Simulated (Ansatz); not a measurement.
Zr$_{2}$Ga:
```yaml
crystal:
  lattice:
    - [-3.35224, 3.35224, 2.71751]
    - [3.35224, -3.35224, 2.71751]
    - [3.35224, 3.35224, -2.71751]
  atoms:
    - { symbol: Ga, position: [0.75000, 0.75000, 0.00000] }
    - { symbol: Ga, position: [0.25000, 0.25000, 0.00000] }
    - { symbol: Zr, position: [0.15387, 0.65387, 0.80775] }
    - { symbol: Zr, position: [0.65387, 0.84613, 0.50000] }
    - { symbol: Zr, position: [0.84613, 0.34613, 0.19225] }
    - { symbol: Zr, position: [0.34613, 0.15387, 0.50000] }
```

Relaxed with r²SCAN.

### Question
Map the electron localisation function on the plane through (0.750, 0.750, 0.000) spanned by u = [0, 0, 1] and v = [1, -1, 0] in lattice vectors, from the program Ansatz at the r²SCAN level (PAW).

### Answer
x is the fraction of u, y of v (the angle between them is 90°; rows are the nearest grid lines); atoms in the plane: Ga at (0.00, 0.00), Ga at (0.00, 0.50), Zr at (0.50, 0.90), Zr at (0.50, 0.60).
```
|9001334421124554211244331009|
|0112344213687777863124432110|
|2233443114786226874113443322|
|5556553114786446874113556555|
|4455554211357777531124555544|
|2233455543211111123455543322|
|1223456554211111124556543221|
|3334555421123333211245554333|
|5566553112678778762113556655|
|3344553115774004775113554433|
|2233443114786226874113443322|
|0002334311467777641134332000|
|0002335532111111112355332000|
|2233455544444444444455543322|
|3344544333445555443334454433|
|5543211111123443211111123455|
|3211235655311111135565321123|
|1111367777521111257777631111|
|2111357776421111246777531112|
|4421112332111221112332111244|
|5555422112234554322112245555|
|2233455544444444444455543322|
|0112345543322222233455432110|
|9001334421124554211244331009|
```
Scale: ten equal steps from -0.030 (start of '0') to 1.00 (end of '9'), in the order '0123456789'; x runs from 0.000 to 1.00, y from 0.000 (bottom) to 1.00 (top).

The density is the valence pseudo-density with augmentation charge, so density and ELF within about 1 Å of a nucleus are not all-electron values.

Space group I4/mcm. The workflow started from an entry of the Crystallography Open Database (COD). Whether it is the stable phase at ambient conditions was not checked. The r²SCAN relaxation kept the symmetry of its start; whether a distortion lowers the energy is not shown. No spin polarisation was allowed.

Potentials: the later of the program's two PAW sets.
